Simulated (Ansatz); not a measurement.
**Profile along the Si–Si line in WSi2 (MoSi2 type, space group I4/mmm)**

WSi₂ (MoSi2 type, space group I4/mmm)

Space group I4/mmm (No. 139); a = 3.203 Å, b = 3.203 Å, c = 7.816 Å, α = 90.00°, β = 90.00°, γ = 90.00°

```json
[
 {"atom": "W", "site": "2a", "symmetry": "4/mmm", "x": "0.0000", "y": "0.0000", "z": "0.0000"},
 {"atom": "Si", "site": "4e", "symmetry": "4mm", "x": "0.0000", "y": "0.0000", "z": "0.3345"}
]
```
(The calculation used a cell of 3 atoms; values per cell refer to that cell.)

Fields along a shortest Si–Si line of a (100) plane (2.59 Å), from Si to Si, interpolated on the slice's grid (step about 0.2 Å). Calculation: PBEsol (plane waves to 420 eV, PAW, scalar-relativistic; Ansatz, a program for electronic structure). k mesh 20×20×20. Near the nuclei the fields are pseudised (PAW); where an atom keeps semicore shells as valence, they peak there. Spin-orbit coupling is left out, though W is heavy. The PAW data are Ansatz's earlier set. WSi2 is run without spin polarisation. WSi2 was relaxed with its symmetry unable to fall.

| distance from Si (Å) | valence electron density (e/Å³) | electron localisation function |
|---|---|---|
| 0.00 | 0.13 | x |
| 0.26 | 0.16 | x |
| 0.52 | 0.27 | 0.27 |
| 0.78 | 0.37 | 0.42 |
| 1.04 | 0.35 | 0.46 |
| 1.29 | 0.33 | 0.43 |
| 1.55 | 0.35 | 0.46 |
| 1.81 | 0.37 | 0.42 |
| 2.07 | 0.27 | 0.27 |
| 2.33 | 0.16 | x |
| 2.59 | 0.13 | x |

x: too close to a nucleus for the ELF to mean much.

Density on the Si–Si line (2.59 Å) at its midpoint: 0.33 e/Å³. ELF at that point: 0.43.
